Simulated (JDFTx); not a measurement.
System: TiSi2(010) (Cmcm bulk; lattice of mp-1077503, not re-optimised at this level), 1x1 cell of 12 atoms in 10 planes (Si outermost, slab composition Ti4Si8), area 12.59 Å² a face, 11.9 Å between the outermost planes in a cell 27.9 Å high; k mesh 6×6×1, Fermi width 0.01 Ha, no spin polarisation. Whether this polymorph is the ambient one wasn't checked. Neither spin polarisation nor a larger cell was tried.

Computed with JDFTx (a modified build): PBE, GBRV ultrasoft potentials, plane waves to 20/100 Ha. Vacuum. The outer atoms relax from bulk positions, keeping the cell's symmetry; the lattice is not PBE's own optimum in this code, and that strain can shift the moves by a few hundredths of an ångström. Input:

```
lattice \
  6.6711300624 0.0000000000 0.0000000000 \
  0.0000000000 6.7371948877 0.0000000000 \
  0.0000000000 0.0000000000 52.7233588771
coords-type Lattice
ion Si 0.0000000000 0.7500000000 -0.2140438670 1
ion Si 0.5000000000 0.7500000000 -0.1212842560 0
ion Si 0.0000000000 0.2500000000 -0.1209838440 0
ion Si 0.5000000000 0.2500000000 -0.0282242340 0
ion Si 0.5000000000 0.7500000000 0.0282242340 0
ion Si 0.0000000000 0.7500000000 0.1209838440 0
ion Si 0.5000000000 0.2500000000 0.1212842560 0
ion Si 0.0000000000 0.2500000000 0.2140438670 1
ion Ti 0.5000000000 0.2500000000 -0.1923027270 1
ion Ti 0.0000000000 0.7500000000 -0.0499653730 0
ion Ti 0.0000000000 0.2500000000 0.0499653730 0
ion Ti 0.5000000000 0.7500000000 0.1923027270 1
ion-species pseudo/si_pbe_v1.upf
ion-species pseudo/ti_pbe_v1.4.upf
elec-cutoff 20 100
elec-ex-corr gga-PBE
coulomb-interaction Slab 001
coulomb-truncation-embed 0 0 0
kpoint-folding 6 6 1
elec-smearing Fermi 0.01
lcao-params 10
elec-n-bands 57
electronic-scf nIterations 100 energyDiffThreshold 1e-07
ionic-minimize nIterations 10 energyDiffThreshold 1e-5 knormThreshold 4e-4
dump-name vac.$VAR
dump End State Ecomponents EigStats BandEigs Forces ElecDensity IonicPositions Fillings Kpoints Dtot
```

Problem. How far do the free atoms of the upper face move along the normal, and how much energy is released?

Solution. Si (atom 8) -0.10 Å, Ti (atom 12) -0.01 Å (positive: outward). The free energy falls by 0.025 eV per cell, 16 mJ/m².
